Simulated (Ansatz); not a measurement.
**Structures of Li2Y: which is lowest?**

Plane-wave DFT in Ansatz with scalar-relativistic PAW potentials, cutoff 420 eV, Γ-centred meshes chosen by cell and gap, Gaussian smearing with energies taken to zero width. Every cell was relaxed (cell and atoms) in a run of its own, within the symmetry of its start. Functional: PBE.

Relaxed structures (starts from databases or built by putting these elements on another compound's sites):
A. I4/mmm, 3 atoms in the computed cell, a = 3.625 Å, c = 10.815 Å; sites (symmetry × multiplicity) Li 4mm × 4, Y 4/mmm × 2; start: built
B. Fd-3m, 6 atoms in the computed cell, a = 8.298 Å; sites (symmetry × multiplicity) Li .-3m × 16, Y -43m × 8; start: built

Task: Rank them by energy. Could pressure change the order?

Result:
```tsv
structure	group	E − E(lowest) (meV/atom)	V (Å³/atom)	gap on mesh (eV)
B	Fd-3m	0.0	23.81	0.00
A	I4/mmm	9.3	23.69	0.00
```

B is lowest, 9 meV/atom under A. The two lowest differ in volume by under 3 %, too little for a first-order estimate of what pressure does to that pair (other pairs aren't weighed here); with rigid cells even 3 % in favour of the higher one would need about 2 GPa. Other structures may lie lower than all of these, and vibrations aren't counted.